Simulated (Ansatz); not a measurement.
ZnS (wurtzite)

```yaml
crystal:
  lattice:
    - [3.84511, 0.00000, 0.00000]
    - [-1.92255, 3.32996, 0.00000]
    - [0.00000, 0.00000, 6.30566]
  atoms:
    - { symbol: Zn, position: [0.66667, 0.33333, 0.99985] }
    - { symbol: Zn, position: [0.33333, 0.66667, 0.49985] }
    - { symbol: S, position: [0.66667, 0.33333, 0.62535] }
    - { symbol: S, position: [0.33333, 0.66667, 0.12535] }
```

Scan: atom 1 (Zn, nearest neighbour S at 2.357 Å; its periodic images, 3.8 Å or more away, move with it) is displaced along Cartesian x, direction (1.000, 0.000, 0.000) in Cartesian axes, by s. The other atoms stay.

Computed with PBE (plane waves to 420 eV, PAW, scalar-relativistic; Ansatz, a quantum-chemistry and plane-wave program). k mesh 8×8×4 (Γ-centred), Fermi-Dirac smearing 0.05 eV. E stands for the smeared free energy. ZnS was relaxed with its symmetry unable to fall. ΔE is measured from the undisplaced structure.

Question: Give the computed ΔE (eV/cell) at s (Å) = -0.240, -0.192, -0.048, 0.144, 0.192, 0.240.

Answer: 
```json
[
 {"s (Å)": "-0.240", "ΔE (eV/cell)": "0.1596"},
 {"s (Å)": "-0.192", "ΔE (eV/cell)": "0.1004"},
 {"s (Å)": "-0.048", "ΔE (eV/cell)": "0.0061"},
 {"s (Å)": "0.144", "ΔE (eV/cell)": "0.0557"},
 {"s (Å)": "0.192", "ΔE (eV/cell)": "0.1004"},
 {"s (Å)": "0.240", "ΔE (eV/cell)": "0.1596"}
]
```

(For displaced atoms, the force is minus the slope of the energy, and its curvature is a force constant, which sets phonon frequencies.)
